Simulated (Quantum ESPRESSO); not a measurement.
**Band energies of NaAlS$_{2}$O$_{8}$**

```
NaAlS2O8
1.0
    3.97183    -2.53309     0.00000
    3.97183     2.53309     0.00000
   -0.38409     0.00000     7.29867
O Na Al S
8 1 1 2
Cartesian
  2.22287   0.00000   2.86969
  5.33670   0.00000   4.42898
  3.66936   1.21705   1.37157
  3.89020  -1.21705   5.92710
  3.89020   1.21705   5.92710
  3.66936  -1.21705   1.37157
  1.80569   0.00000   0.44040
  5.75388   0.00000   6.85827
 -0.19205   0.00000   3.64934
  0.00000   0.00000   0.00000
  2.79985   0.00000   1.54221
  4.75972   0.00000   5.75646
```

PBEsol (Quantum ESPRESSO, PseudoDojo norm-conserving, 88 Ry, no spin-orbit coupling); path ΓYFLI,I1ZF1,YX1,XΓN,MΓ; energies in eV from the valence-band maximum.

```
k (1/Å)  point  band 32  band 33  band 34  band 35  band 36  band 37  band 38  band 39
-------  -----  -------  -------  -------  -------  -------  -------  -------  -------
0.00         Γ    -1.01    -0.82    -0.78    -0.23    -0.15     5.53     7.36     7.41
0.38              -1.02    -0.87    -0.66    -0.42    -0.05     6.27     7.08     7.65
0.76              -0.85    -0.78    -0.69    -0.39    -0.24     6.78     7.54     7.73
1.14         Y    -0.92    -0.89    -0.60    -0.49     0.00     6.73     7.60     8.10
1.42              -0.90    -0.84    -0.59    -0.58    -0.02     6.78     7.32     7.93
1.70         F    -0.92    -0.80    -0.70    -0.49    -0.08     6.65     7.14     7.69
1.88              -0.94    -0.77    -0.69    -0.54    -0.04     6.69     7.15     7.76
2.43              -0.83    -0.81    -0.57    -0.46    -0.15     6.82     7.67     7.98
2.61         L    -0.83    -0.71    -0.63    -0.40    -0.20     6.83     7.67     8.10
2.61         I    -1.11    -0.85    -0.64    -0.58    -0.43     7.55     8.26     8.40
3.85        I1    -1.11    -0.85    -0.64    -0.58    -0.43     7.55     8.26     8.40
4.02              -1.01    -0.97    -0.70    -0.64    -0.50     7.91     8.19     8.39
4.53              -0.98    -0.95    -0.67    -0.39    -0.11     6.51     6.83     8.03
4.70         Z    -0.99    -0.97    -0.66    -0.29    -0.03     6.26     6.66     7.90
4.88              -0.96    -0.95    -0.66    -0.35    -0.05     6.36     6.76     7.89
5.39              -0.82    -0.74    -0.65    -0.40    -0.21     6.83     7.67     8.00
5.73              -0.80    -0.79    -0.69    -0.50    -0.12     6.81     7.44     7.87
5.90        F1    -0.92    -0.80    -0.70    -0.49    -0.08     6.65     7.14     7.69
5.90         Y    -0.92    -0.89    -0.60    -0.49     0.00     6.73     7.60     8.10
6.00        X1    -0.94    -0.88    -0.64    -0.49    -0.03     6.78     7.67     8.16
6.00         X    -0.94    -0.88    -0.64    -0.49    -0.03     6.78     7.67     8.16
6.19              -1.11    -0.91    -0.75    -0.52    -0.19     7.14     8.06     8.45
6.57              -1.06    -0.88    -0.73    -0.68    -0.51     7.31     8.10     8.29
7.14         Γ    -1.01    -0.82    -0.78    -0.23    -0.15     5.53     7.36     7.41
7.48              -0.95    -0.91    -0.68    -0.51    -0.23     6.27     7.58     7.89
7.98         N    -1.06    -0.91    -0.80    -0.54    -0.45     7.86     8.21     8.45
7.98         M    -1.00    -0.93    -0.84    -0.55    -0.46     7.60     8.00     8.41
8.16              -0.94    -0.93    -0.79    -0.60    -0.44     7.13     8.07     8.36
8.72         Γ    -1.01    -0.82    -0.78    -0.23    -0.15     5.53     7.36     7.41
```

The PBEsol gap is indirect, 5.53 eV, from Y to Γ; the smallest direct gap is 5.68 eV.

Geometry of the Materials Project entry, not relaxed at this level.

The structure is a Materials Project entry; no match was found in the copy of COD used, and its stability was not checked.
